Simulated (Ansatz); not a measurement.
The end of the path is a generated cell of AlPd: the first start was made by placing the elements on the sites of a structure type, and the end was not matched to a known phase here, so it may be hypothetical.

A geometry of AlPd away from equilibrium: step 22 of the relaxation of a generated trial cell of AlPd in the AFLOW prototype AB_hR6_160_3a_3a (as in SiC). Calculation: PBE (plane waves to 420 eV, PAW, scalar-relativistic; Ansatz, a first-principles code). Γ-centred k-mesh 11×11×11 on the run's cell (coarser than for final values), Fermi–Dirac smearing 0.05 eV.

```
AlPd
1.0
    2.02252     1.16770     7.06864
   -2.02252     1.16770     7.06864
    0.00000    -2.33541     7.06864
Pd Al
3 3
Direct
  0.97718   0.97718   0.97718
  0.22941   0.22941   0.22941
  0.72864   0.72864   0.72864
  0.11064   0.11064   0.11064
  0.35152   0.35152   0.35152
  0.85261   0.85261   0.85261
```

Task: Which atoms carry the largest force, and which way does it point?

Result: 0.01 eV/Å, on Pd1 (atoms numbered as listed); on Pd1 its components are (0.00, 0.00, 0.01).

Task: What is the pressure?

Result: +2.9 GPa, compression positive.

Task: How much energy per atom can still be gained by relaxing?

Result: 0.01 eV/atom; the path ends in R3m (No. 160).

No spin polarisation in the result.

The run could not lose the symmetry of its start, so the end can be a saddle point.
